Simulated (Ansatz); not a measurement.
A generator proposed this cell of KRh.

```cif
data_structure
_symmetry_space_group_name_H-M 'P 1'
_symmetry_Int_Tables_number 1
_cell_length_a 3.3246
_cell_length_b 3.3246
_cell_length_c 5.7606
_cell_angle_alpha 90.000
_cell_angle_beta 90.000
_cell_angle_gamma 120.000
_cell_volume 55.14
loop_
_atom_site_label
_atom_site_type_symbol
_atom_site_fract_x
_atom_site_fract_y
_atom_site_fract_z
_atom_site_occupancy
K1 K 0.00000 0.00000 0.00000 1
Rh1 Rh 0.00000 0.00000 0.50000 1
```

These are results of DFT PBE, scalar-relativistic, plane waves, PAW in Ansatz 0.2.0, not measurements. Plane waves to 420 eV, a k mesh through Γ of 6×6×4 on the computed 2-atom cell and Gaussian smearing (0.10 eV); no spin polarisation.

The zero of energy is the elements' standard structures at the same level; no fitted shifts are applied.

Question: Estimate its pressure, forces and energy as it stands.

Answer: The pressure is -5.3 GPa (the mean over three directions, positive in compression), the largest force is 0.00 eV/Å (symmetry fixes the atoms), and the energy is +1.25 eV/atom against the elements. The shortest distance is 2.88 Å.

Question: Is it a good guess?

Answer: A rough one: relaxing gains about 0.27 eV/atom (the start's value is from the coarse mesh, so the gain is rough) in 10 ionic steps and ends at +0.99 eV/atom on the finer mesh. The symmetry stays P6/mmm (No. 191). The volume per atom shrinks by 24.2 %, from 27.6 to 20.9 Å³. The shortest distance stays 2.88 Å (K–Rh). The ratio c/a of the conventional cell changes by a factor of 1.15. Conventional cell: a = 2.892 Å, c = 5.768 Å. K has 2 Rh at 2.88 Å and 6 K at 2.89 Å; Rh has 2 K at 2.88 Å and 6 Rh at 2.89 Å.

The last run used a 24×24×10 mesh (in the run's order of axes) for its 2-atom cell and Gaussian smearing of 0.10 eV. The relaxation can't lower the symmetry of the start, and the grade says only how near the guess is to its own end. Symmetry constrained the relaxation, so the result can be a saddle point.
